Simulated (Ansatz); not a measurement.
La:
```cif
data_La4
_chemical_formula_sum 'La4'
_space_group_name_H-M_alt 'P63/mmc'
_space_group_IT_number 194
_space_group_name_Hall '-P 6c 2c'
_cell_length_a 3.76443
_cell_length_b 3.76443
_cell_length_c 12.09948
_cell_angle_alpha 90.000
_cell_angle_beta 90.000
_cell_angle_gamma 120.000
loop_
_atom_site_label
_atom_site_type_symbol
_atom_site_symmetry_multiplicity
_atom_site_Wyckoff_symbol
_atom_site_fract_x
_atom_site_fract_y
_atom_site_fract_z
_atom_site_occupancy
La1 La 2 a 0.00000 0.00000 0.00000 1
La2 La 2 c 0.33333 0.66667 0.25000 1
```

Relaxed with DFT-PBE in the program Ansatz with PAW potentials. Indices refer to the conventional cell of P6_3/mmc, a = b = 3.7644 Å, c = 12.0995 Å, α = β = 90.00°, γ = 120.00°.

Q: Simulate the powder diffraction pattern (neutron, λ = 1.5401 Å; lines above 1 %) up to 2θ = 90°.

A: Simulated powder pattern, neutron, λ = 1.5401 Å (kinematic, ideal powder, no thermal factors, coherent scattering alone; the 30 strongest lines at most, above 1 %, up to 2θ = 90°):

```json
[
 {"2θ (°)": "27.33", "d (Å)": "3.260", "I/Imax (%)": "7.1", "hkl": "(1 0 -1 0)"},
 {"2θ (°)": "28.32", "d (Å)": "3.148", "I/Imax (%)": "40", "hkl": "(1 0 -1 1)"},
 {"2θ (°)": "29.50", "d (Å)": "3.025", "I/Imax (%)": "33", "hkl": "(0004)"},
 {"2θ (°)": "31.13", "d (Å)": "2.870", "I/Imax (%)": "100", "hkl": "(1 0 -1 2)"},
 {"2θ (°)": "35.36", "d (Å)": "2.535", "I/Imax (%)": "26", "hkl": "(1 0 -1 3)"},
 {"2θ (°)": "40.64", "d (Å)": "2.217", "I/Imax (%)": "6.8", "hkl": "(1 0 -1 4)"},
 {"2θ (°)": "46.69", "d (Å)": "1.943", "I/Imax (%)": "16", "hkl": "(1 0 -1 5)"},
 {"2θ (°)": "48.30", "d (Å)": "1.882", "I/Imax (%)": "40", "hkl": "(1 1 -2 0)"},
 {"2θ (°)": "53.36", "d (Å)": "1.715", "I/Imax (%)": "38", "hkl": "(1 0 -1 6)"},
 {"2θ (°)": "56.94", "d (Å)": "1.615", "I/Imax (%)": "12", "hkl": "(2 0 -2 1)"},
 {"2θ (°)": "57.61", "d (Å)": "1.598", "I/Imax (%)": "61", "hkl": "(1 1 -2 4)"},
 {"2θ (°)": "58.58", "d (Å)": "1.574", "I/Imax (%)": "33", "hkl": "(2 0 -2 2)"},
 {"2θ (°)": "60.56", "d (Å)": "1.527", "I/Imax (%)": "11", "hkl": "(1 0 -1 7)"},
 {"2θ (°)": "61.21", "d (Å)": "1.512", "I/Imax (%)": "9.2", "hkl": "(0008)"},
 {"2θ (°)": "61.27", "d (Å)": "1.511", "I/Imax (%)": "10", "hkl": "(2 0 -2 3)"},
 {"2θ (°)": "64.91", "d (Å)": "1.435", "I/Imax (%)": "3.2", "hkl": "(2 0 -2 4)"},
 {"2θ (°)": "68.29", "d (Å)": "1.372", "I/Imax (%)": "3.0", "hkl": "(1 0 -1 8)"},
 {"2θ (°)": "69.44", "d (Å)": "1.352", "I/Imax (%)": "8.7", "hkl": "(2 0 -2 5)"},
 {"2θ (°)": "74.81", "d (Å)": "1.268", "I/Imax (%)": "24", "hkl": "(2 0 -2 6)"},
 {"2θ (°)": "76.57", "d (Å)": "1.243", "I/Imax (%)": "7.7", "hkl": "(1 0 -1 9)"},
 {"2θ (°)": "77.36", "d (Å)": "1.232", "I/Imax (%)": "2.5", "hkl": "(2 1 -3 0)"},
 {"2θ (°)": "77.83", "d (Å)": "1.226", "I/Imax (%)": "15", "hkl": "(2 1 -3 1)"},
 {"2θ (°)": "79.25", "d (Å)": "1.207", "I/Imax (%)": "44", "hkl": "(2 1 -3 2)"},
 {"2θ (°)": "80.98", "d (Å)": "1.186", "I/Imax (%)": "7.2", "hkl": "(2 0 -2 7)"},
 {"2θ (°)": "81.56", "d (Å)": "1.179", "I/Imax (%)": "38", "hkl": "(1 1 -2 8)"},
 {"2θ (°)": "81.61", "d (Å)": "1.178", "I/Imax (%)": "14", "hkl": "(2 1 -3 3)"},
 {"2θ (°)": "84.88", "d (Å)": "1.141", "I/Imax (%)": "4.6", "hkl": "(2 1 -3 4)"},
 {"2θ (°)": "85.51", "d (Å)": "1.134", "I/Imax (%)": "20", "hkl": "(1 0 -1 10)"},
 {"2θ (°)": "87.98", "d (Å)": "1.109", "I/Imax (%)": "2.2", "hkl": "(2 0 -2 8)"},
 {"2θ (°)": "89.06", "d (Å)": "1.098", "I/Imax (%)": "13", "hkl": "(2 1 -3 5)"}
]
```

The PBE relaxation kept the symmetry of its start. Axis ratios of metals converge slowly with the k-mesh, so a and c are less sure than the volume. Spin–orbit coupling is left out wherever it is not named.

Potentials: the later of the program's two PAW sets.
